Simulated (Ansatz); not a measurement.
PbSe (rock salt)

```
PbSe
1.0
    0.00000     3.08901     3.08901
    3.08901     0.00000     3.08901
    3.08901     3.08901     0.00000
Se Pb
1 1
Direct
  0.00000   0.00000   0.00000
  0.50000   0.50000   0.50000
```

Two coordinates are scanned: the volume, and the ratio of the stretch along z (the conventional c axis) to the stretch across it. Atoms keep their fractional coordinates.

Method: r2SCAN (plane waves to 500 eV, PAW, scalar-relativistic; Ansatz, a program for electronic structure). k mesh 9×9×9 (Γ-centred), Fermi-Dirac smearing 0.05 eV. E stands for the smeared free energy. PbSe was relaxed with its symmetry unable to fall. Spin-orbit coupling is left out, though Pb is heavy. The zero of ΔE is the relaxed starting cell.

Problem. Predict the ΔE (eV/atom) at all points of the grid V/V₀ = 0.960, 0.973, 0.987, 1.000, 1.013, 1.027, 1.040 by (c/a)/(c/a)₀ = 0.920, 0.947, 0.973, 1.000, 1.027, 1.053, 1.080.

Solution. ΔE (eV/atom), with V/V₀ across and (c/a)/(c/a)₀ down:

```tsv
(c/a)/(c/a)₀ \ V/V₀	0.960	0.973	0.987	1.000	1.013	1.027	1.040
0.920	0.0709	0.0635	0.0580	0.0545	0.0527	0.0526	0.0541
0.947	0.0343	0.0285	0.0246	0.0227	0.0224	0.0238	0.0266
0.973	0.0142	0.0094	0.0064	0.0053	0.0059	0.0080	0.0117
1.000	0.0081	0.0035	0.0008	0.0000	0.0008	0.0032	0.0071
1.027	0.0135	0.0087	0.0058	0.0047	0.0053	0.0075	0.0111
1.053	0.0288	0.0232	0.0195	0.0177	0.0177	0.0192	0.0222
1.080	0.0522	0.0454	0.0406	0.0378	0.0366	0.0371	0.0392
```

(Under strain, the slope of the energy per volume gives the stress and its curvature an elastic modulus.)
